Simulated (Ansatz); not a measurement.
Input:

Hf2SnC:
```yaml
crystal:
  lattice:
    - [3.33380, 0.00000, 0.00000]
    - [-1.66690, 2.88715, 0.00000]
    - [0.00000, 0.00000, 14.39399]
  atoms:
    - { symbol: Hf, position: [0.33333, 0.66667, 0.08500] }
    - { symbol: Hf, position: [0.66667, 0.33333, 0.91500] }
    - { symbol: Hf, position: [0.66667, 0.33333, 0.58500] }
    - { symbol: Hf, position: [0.33333, 0.66667, 0.41500] }
    - { symbol: Sn, position: [0.33333, 0.66667, 0.75000] }
    - { symbol: Sn, position: [0.66667, 0.33333, 0.25000] }
    - { symbol: C, position: [0.00000, 0.00000, 0.00000] }
    - { symbol: C, position: [0.00000, 0.00000, 0.50000] }
```

This is the r²SCAN-relaxed structure. Tensor components refer to the Cartesian frame of this cell.

Q: All from the program Ansatz at the r²SCAN level (PAW), unless another level is named. Give the Hill bulk and shear moduli.

A: 148 and 95.7 GPa.

Q: What about the elastic constants (relaxed ions, GPa)?

A: C11 = 263, C12 = 71.7, C13 = 97.6, C33 = 272, C44 = 104.

Q: And the highest zone-centre frequency?

A: 582 cm⁻¹.

Space group P6_3/mmc. The workflow started from a Materials Project entry (that database holds measured and hypothetical structures alike); the Crystallography Open Database copy checked does not list it. Whether it is the stable phase at ambient conditions was not checked. The cell was relaxed with r²SCAN under the symmetry of its start; its stability against distortions is not shown here. No spin polarisation was allowed. As this level gives no gap, shear constants depend on the k-mesh and smearing (Fermi–Dirac, 0.1 eV here). As this level gives no gap, phonon frequencies hold no LO–TO term and depend on the k-mesh and smearing (Fermi–Dirac, 0.1 eV here). On the denser mesh and wider smearing of the elastic run this cell carries a stress of 0.4 GPa. Spin–orbit coupling is left out wherever it is not named.

Potentials: the later of the program's two PAW sets.
